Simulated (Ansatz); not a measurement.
**Equation of state of rhodium, omega (AlB2-type)**

All numbers below come from DFT, BLYP, plane waves (420 eV) with PAW, scalar-relativistic in Ansatz. (PAW data from PBE, frozen cores regenerated.)

The cell is scaled uniformly from the relaxed one, with fractional coordinates and shape fixed. Energies are extrapolated to zero smearing, pressures are those at the given smearing. Magnetic state: spin not included.

```csv
V (Å³/atom),E − E₀ (meV/atom),P (GPa)
13.447,169.9,35.22
14.058,67.0,20.45
14.669,14.0,8.92
15.280,0.1,-0.06
15.892,16.4,-7.04
16.503,56.4,-12.44
17.114,114.4,-16.59
```

Fit a third-order Birch-Murnaghan equation.

V₀ = 15.23 Å³/atom, B₀ = 201 GPa, B₀′ = 5.3.
